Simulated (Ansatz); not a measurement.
## Pressure against volume in GdLuN2

The structure comes from a generated guess, relaxed at this level; another structure or a mixture of phases may lie lower.

Level of theory: DFT PBE, scalar-relativistic, plane waves, PAW in Ansatz. The final run on the 4-atom cell used 420 eV, a Γ-centred 14×14×10 mesh, 0.10 eV smearing and collinear spin.

```
Gd Lu N
1.0
     3.44963    0.00000    0.00000
     0.00000    3.44963    0.00000
     0.00000    0.00000    4.87805
Gd Lu N
1 1 2
Cartesian
  1.7248 1.7248 2.4390
  0.0000 0.0000 0.0000
  0.0000 0.0000 2.4390
  1.7248 1.7248 0.0000
```

The cell was set to several volumes, with shape and atoms relaxed at each where symmetry leaves them free. Pressure is positive in compression, and energies count from the lowest row. No row has a gap on its mesh.

| row | V (Å³/atom) | P (GPa) | ΔE (meV/atom) | largest moment (μB) |
| --- | --- | --- | --- | --- |
| 1 | 12.771 | 25.92 | 126.7 | 6.76 |
| 2 | 13.206 | ? | ? | ? |
| 3 | 13.641 | 11.00 | 28.5 | 6.79 |
| 4 | 14.077 | 5.10 | 6.8 | 6.81 |
| 5 | 14.512 | 0.02 | 0.0 | 6.82 |
| 6 | 14.947 | -4.35 | 6.0 | 6.83 |
| 7 | 15.383 | -8.10 | 23.0 | 6.84 |
| 8 | 15.963 | -12.29 | 60.2 | 6.86 |

Question: Find B = −V·ΔP/ΔV from rows 4 and 6 and from rows 1 and 3, and from the two its slope B′ and its value B0 at zero pressure.

Answer: Rows 4 and 6 give −(14.077 + 14.947)/2 × (-4.35 − (5.10))/(14.947 − 14.077) = 157.6 GPa at a mean pressure of 0.38 GPa. Rows 1 and 3 give −(12.771 + 13.641)/2 × (11.00 − (25.92))/(13.641 − 12.771) = 226.5 GPa at a mean pressure of 18.46 GPa. So B′ = (226.5 − 157.6)/(18.46 − (0.38)) = 3.81 and B0 = 157.6 − 3.81 × (0.38) = 156.2 GPa. A third-order Birch–Murnaghan fit to all the energies gives B0 = 156.5 GPa and B′ = 4.0.

Question: Estimate the pressure and energy of row 2.

Answer: From row 5, V0 = 14.512 × (1 + (0.02)/156.2) = 14.514 Å³/atom. Murnaghan's form P = (B0/B′)·[(V0/V)^B′ − 1] gives (156.2/3.81) × [(14.514/13.206)^3.81 − 1] = 17.76 GPa; the computed pressure is 17.89 GPa, so the estimate is off by -0.13 GPa. The work of compression from row 3, with the mean of the two pressures, gives ΔE = 28.5 + (17.76 + 11.00)/2 × (13.641 − 13.206)/160.2 × 1000 = 67.5 meV/atom (1 eV/Å³ = 160.2 GPa); the computed value is 67.5 meV/atom. Its largest moment is 6.78 μB.

The 4f shell of Gd is treated without a Hubbard U, which places its levels poorly. Another magnetic order may lie lower. All volumes keep the k mesh of the relaxed cell. Symmetry constrained the relaxation, so the result can be a saddle point.
